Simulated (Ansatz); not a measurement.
**KPrS₂: computed property card**

KPrS2:
```yaml
crystal:
  lattice:
    - [2.09978, 1.21231, 7.33760]
    - [-2.09978, 1.21231, 7.33760]
    - [0.00000, -2.42461, 7.33760]
  atoms:
    - { symbol: Pr, position: [0.50000, 0.50000, 0.50000] }
    - { symbol: K, position: [0.00000, 0.00000, 0.00000] }
    - { symbol: S, position: [0.23597, 0.23597, 0.23597] }
    - { symbol: S, position: [0.76403, 0.76403, 0.76403] }
```
The run is spin-polarised; directions of the spins, atom by atom: ↑ 0 0 0.

Space group R-3m (No. 166); conventional cell a = 4.1996 Å, b = 4.1996 Å, c = 22.0128 Å, α = 90.00°, β = 90.00°, γ = 120.00°.

Method: plane-wave PAW r²SCAN (Ansatz code). The cell and atoms are relaxed at this level. Other levels are named where they apply.

Cell and energy:

```
Quantity              Value
---------------  ----------
Volume per atom    28.02 Å³
Density          3.62 g/cm³
```

Electronic structure:

```
Property                                                                                                                                      Result
----------------------------------------  ----------------------------------------------------------------------------------------------------------
Band gap                                                                                                                          0.99 eV (indirect)
Valence-band maximum                      on the Γ–S0 line, 12 % of the way from Γ (k = -0.042, 0.000, 0.042 in fractions of the reciprocal vectors)
Conduction-band minimum                                 off the standard path, at k = (-0.083, 0.260, -0.417) in fractions of the reciprocal vectors
Smallest direct gap on the standard path                                                                                                     1.12 eV
```

Magnetism:

```
Item                      Result
--------------  ----------------
Magnetic order     ferromagnetic
Net moment      0.50 μB per atom
```

The measured cell (COD 2105799, doi:10.1107/S2052520613034574; 302 K, pressure taken as ambient) has 27.77 Å³ per atom; the computed volume differs by 0.9 %, which includes thermal expansion and zero-point motion.

The workflow started from an entry of the Crystallography Open Database (COD, 302 K). Whether it is the stable phase at ambient conditions was not checked. Symmetry was held in the r²SCAN relaxation; its stability against distortions is not shown here. The final state is ferromagnetic, the only order run, not a proven ground state. The cell computed holds one magnetic atom, so no antiferromagnetic order was within reach. Caveat: open 4f shells can settle in a state that is not the lowest. Other orbital occupations within this spin state were not tried. No Hubbard U is applied. Spin–orbit coupling is left out wherever it is not named.

Potentials: the later of the program's two PAW sets.
